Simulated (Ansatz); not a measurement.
Computed with Ansatz, DFT PBE, scalar-relativistic, plane waves, PAW. Settings: cutoff 420 eV, Γ-centred meshes spaced at most about 0.3 Å⁻¹, and about 0.25 Å⁻¹ or finer for metals (2π included), Gaussian smearing. No spin polarisation in the final relaxations.

These are static total energies at zero pressure. All come from trial cells, and lower structures may exist.

Question: Order these relaxed structures of Si₄F by energy, lowest first, with the energy over the lowest of them.
1.

```xyz
5
Lattice="-2.4460 2.4460 3.9820 2.4460 -2.4460 3.9820 2.4460 2.4460 -3.9820" Properties=species:S:1:pos:R:3 pbc="T T T"
Si    1.2230    1.2230    1.9910
Si    1.2230    1.2230   -1.9910
Si   -1.2230    1.2230    1.9910
Si    1.2230   -1.2230    1.9910
F     0.0000    0.0000    3.9820
```

2.

```xyz
5
Lattice="-2.1070 2.1070 4.6671 2.1070 -2.1070 4.6671 2.1070 2.1070 -4.6671" Properties=species:S:1:pos:R:3 pbc="T T T"
Si    0.0000    2.1070    2.3335
Si    2.1070    0.0000    2.3335
Si    0.0000    0.0000    3.5256
Si    0.0000    0.0000    5.8086
F     0.0000    0.0000    0.0000
```

3.

```xyz
5
Lattice="4.8944 0.0000 0.0000 -2.4472 4.2387 0.0000 0.0000 0.0000 5.8338" Properties=species:S:1:pos:R:3 pbc="T T T"
Si    2.4472    0.0000    0.2459
Si   -1.2236    2.1194    0.2459
Si    1.2236    2.1194    0.2459
Si    0.0000    0.0000    5.1764
F     0.0000    0.0000    3.5483
```

4.

```xyz
5
Lattice="5.0717 0.0000 0.0000 -2.5358 4.3922 0.0000 0.0000 0.0000 3.8849" Properties=species:S:1:pos:R:3 pbc="T T T"
Si    2.5358    0.0000    0.0000
Si   -1.2679    2.1961    0.0000
Si    1.2679    2.1961    0.0000
Si    0.0000    0.0000    0.0000
F     0.0000    0.0000    1.9424
```

Answer: 2 (0 meV/atom), 3 (125 meV/atom), 4 (279 meV/atom), 1 (463 meV/atom). Forms: 2 I4/mmm; 3 P6mm; 4 P6/mmm; 1 I4/mmm. Counting Si atoms around F (those within 1.25 times the shortest such distance or 1.15 times the sum of covalent radii; a plus sign parts nearer from farther groups; the shortest distance is added where it is long for a bond): cell 2 has F 16+2 from 3.1 Å; cell 3 has F 1; cell 4 has F 2; cell 1 has F 8 from 2.6 Å. Cell 2 holds Si–Si bonds in all directions (shortest 2.28 Å); cell 3 holds Si–Si nets (shortest 2.45 Å); cell 4 holds Si–Si nets (shortest 2.54 Å); cell 1 holds Si–Si nets (shortest 2.45 Å).

Weakly bound directions are ill-defined at this level, which has no dispersion term (P6mm), and this can change margins and order among such cells. Cells relaxed within their symmetry can be saddle points. Some types were kept out of the candidates beforehand, so the set may lack a known form.
